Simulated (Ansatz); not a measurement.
AlCuSnS4: computed property card

AlCuSnS4:
```xyz
14
Lattice="-3.5278 3.5867 5.0240 3.5278 -3.5867 5.0240 3.5278 3.5867 -5.0240" Properties=species:S:1:pos:R:3 pbc="T T T"
Al     1.7639     1.7933    -2.5120
Al     1.7639    -1.7933     2.5120
Cu     3.5278     1.7933     1.3312
Cu     0.0000     1.7933     3.6928
Sn     0.0000     0.0000     0.0000
Sn     0.0000     3.5867     0.0000
S      5.2647     1.7933    -0.0958
S     -1.7369     1.7933     5.1198
S      1.7909     1.7933    -0.0958
S      1.7369     1.7933     5.1198
S      3.5278    -0.1379     2.4996
S      0.0000     3.7246     2.5244
S      0.0000     0.1379     7.5236
S      3.5278     3.4487    -2.4996
```

Space group Imma (No. 74); conventional cell a = 7.056 Å, b = 7.173 Å, c = 10.048 Å, α = 90.00°, β = 90.00°, γ = 90.00°.

Method: the program Ansatz at the LDA level (PAW). The cell and atoms are relaxed at this level. Other levels are named where they apply.

**Cell and energy**

| Property | Result |
|---|---|
| Volume per atom | 18.16 Å³ |
| Density | 4.41 g/cm³ |
| Formation energy from the elements (no fitted shifts) | -0.72 eV/atom |

**Electronic structure**

| Quantity | Result |
|---|---|
| Band gap | 0.61 eV (indirect) |
| Valence-band maximum | off the standard path, at k = (-0.005, 0.396, -0.167) in fractions of the reciprocal vectors |
| Conduction-band minimum | at Γ |
| Smallest direct gap on the standard path | 0.65 eV |
| Electron effective mass | 0.18, 0.28, 0.40 mₑ (principal values) |
| Hole effective mass | 0.30, 1.2, 2.8 mₑ (principal values) |

**Mechanics**

| Item | Value |
|---|---|
| Bulk modulus (Birch–Murnaghan fit) | 95.0 GPa |
| Pressure derivative B′ | 4.7 |
| Elastic constants (relaxed ions, GPa) | C11 = 159, C22 = 171, C33 = 135, C12 = 44.4, C13 = 75.4, C23 = 77.2, C44 = 60.9, C55 = 59.6, C66 = 27.9 |
| Mechanical stability | stable (all eigenvalues of C positive) |
| Hill bulk and shear moduli | 95.3 and 44.5 GPa |
| Young's modulus | 116 GPa |
| Poisson's ratio | 0.30 |
| Debye temperature from the elastic constants | 402 K |

The first step of the workflow began from a Materials Project structure, measured or hypothetical; the Crystallography Open Database copy checked does not list it. Whether it is the stable phase at ambient conditions was not checked. The LDA relaxation kept the symmetry of its start; whether a distortion lowers the energy is not shown. No spin polarisation was allowed. The references are the lowest solids computed at this level, not always the standard phases. Spin–orbit coupling is left out wherever it is not named.

Potentials: the later of the program's two PAW sets.
